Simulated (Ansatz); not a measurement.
GaSb:
```xyz
2
Lattice="0.0000 3.0663 3.0663 3.0663 0.0000 3.0663 3.0663 3.0663 0.0000" Properties=species:S:1:pos:R:3 pbc="T T T"
Ga     0.0000     0.0000     0.0000
Sb     1.5331     1.5331     1.5331
```

Relaxed with r²SCAN. Special points in fractions of this cell's reciprocal vectors: Γ (0.000, 0.000, 0.000); X (0.500, 0.000, 0.500); U (0.625, 0.250, 0.625); K (0.375, 0.375, 0.750); L (0.500, 0.500, 0.500); W (0.500, 0.250, 0.750).

Q: List the band energies nearest the valence-band maximum at these points for r²SCAN in the plane-wave PAW code Ansatz.

A: In eV from the valence-band maximum; about four levels below and three above (degenerate sets whole), none deeper than 8.9 eV; points with the same levels are listed once.

| k | below | above |
|---|---|---|
| Γ | 0.00 0.00 0.00 | 0.42 3.00 3.00 3.00 |
| X | -6.99 -2.67 -2.67 | 1.14 1.51 9.26 9.26 |
| U | -6.80 -3.71 -2.27 | 1.66 4.20 7.08 |
| L | -6.53 -1.20 -1.20 | 0.68 4.03 4.03 |
| W | -6.85 -3.44 -3.21 | 4.00 4.63 4.81 |

Space group F-43m (zinc blende). Symmetry was held in the r²SCAN relaxation. Spin–orbit coupling is left out wherever it is not named.

Potentials: the earlier of the program's two PAW sets.
